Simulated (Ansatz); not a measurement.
TePb:
```yaml
crystal:
  lattice:
    - [0.00000, 3.22171, 3.22171]
    - [3.22171, 0.00000, 3.22171]
    - [3.22171, 3.22171, 0.00000]
  atoms:
    - { symbol: Te, position: [0.00000, 0.00000, 0.00000] }
    - { symbol: Pb, position: [0.50000, 0.50000, 0.50000] }
```

Relaxed with PBEsol.

Problem. Give the optical modes at the zone centre with their infrared activity from DFPT, the program Ansatz at the PBEsol level (PAW).

Solution. Transverse frequencies, without the LO–TO term; a row sums one degenerate level.

| ω (cm⁻¹) | degeneracy | IR ((D/Å)²/amu) | activity | symmetry |
|---|---|---|---|---|
| 41 | 3 | 30.27 | IR | T1u |

Space group Fm-3m (rock salt). The PBEsol relaxation kept the symmetry of its start. Scalar-relativistic: spin–orbit coupling is off unless named, which matters more the heavier the elements.

Potentials: the earlier of the program's two PAW sets. The files were generated under PBE; for other functionals the program regenerates the frozen cores, and for LDA and PBEsol the local potential too.
